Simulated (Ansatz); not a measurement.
InSe in space group P6_3/mmc (No. 194; In on 4f, Se on 4f), r²SCAN+D4 in the plane-wave PAW code Ansatz, all energies at zero smearing, with the estimated change up to a 700 eV cutoff added, with one set of potentials and settings (totals compare only within such a set). Cell of 8 atoms (4 In, 4 Se): -44366.103 eV.

```json
[
 {"element": "In", "reference phase": "I4/mmm, 1 atoms in the cell", "E (eV/atom)": "-5611.9364"},
 {"element": "Se", "reference phase": "P3_121, 3 atoms in the cell", "E (eV/atom)": "-5478.2513"}
]
```

Formation energy per atom, worked out: (-44366.103 − 4×(-5611.9364) − 4×(-5478.2513))/8 = -0.669 eV/atom (-65 kJ per mol of atoms), at 0 K, without zero-point energy or fitted corrections.

The r²SCAN+D4 relaxation kept the symmetry of its start. The references are the lowest solids computed at this level, not always the standard phases.

Potentials: the later of the program's two PAW sets.
